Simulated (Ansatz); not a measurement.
**BiMo in the NiAs-type structure**

Level of theory: DFT, PBEsol, scalar-relativistic, no spin polarisation; plane waves to 420 eV with PAW datasets (Ansatz 0.2.0), Γ-centred 8×8×6 mesh, 0.05 eV Gaussian smearing. The datasets are Ansatz's generated set soft_2.

```
CELL_PARAMETERS angstrom
4.52443 0.00000 0.00000
-2.26222 3.91827 0.00000
0.00000 0.00000 5.10284
ATOMIC_POSITIONS crystal
Mo 0.00000 0.00000 0.00000
Mo 0.00000 0.00000 0.50000
Bi 0.33333 0.66667 0.25000
Bi 0.66667 0.33333 0.75000
```

This is a trial structure made by placing the elements on a prototype's sites, so it needn't be the stable form.

The cell is relaxed to zero pressure at this level.

The cell has space group P6_3/mmc (read at 0.01 Å). In it the stress is 0.00, 0.00, 0.00, 0.00, 0.00, 0.00 GPa and the largest force component 0.000 eV/Å. Each change below starts from this cell, without further relaxation. Stress is in GPa, positive in compression, in the order xx, yy, zz, yz, xz, xy; energies are counted from the cell above and are free energies with the smearing's entropy, which match forces and stress in a metal.

One atom was moved along a Cartesian axis, and these forces appeared. Which atom, and about how far?
```tsv
atom	Fx (eV/Å)	Fy	Fz
Mo1	0.304	0.030	-0.023
Mo2	0.304	0.030	0.023
Bi3	-0.671	-0.053	0.000
Bi4	0.062	-0.008	0.000
```

Atom 3 (Bi) is moved by 0.08 Å along x; the energy changes by 26.7 meV per cell.

A single strain component, atoms carried along, gave the stress 3.88, 1.40, 2.28, 0.00, 0.00, 0.00. Which component, and about how large?

An engineering strain of -2 % in xx; the energy changes by 21.3 meV per cell.

For elements this heavy, spin–orbit coupling would shift levels and gaps; it isn't included here.
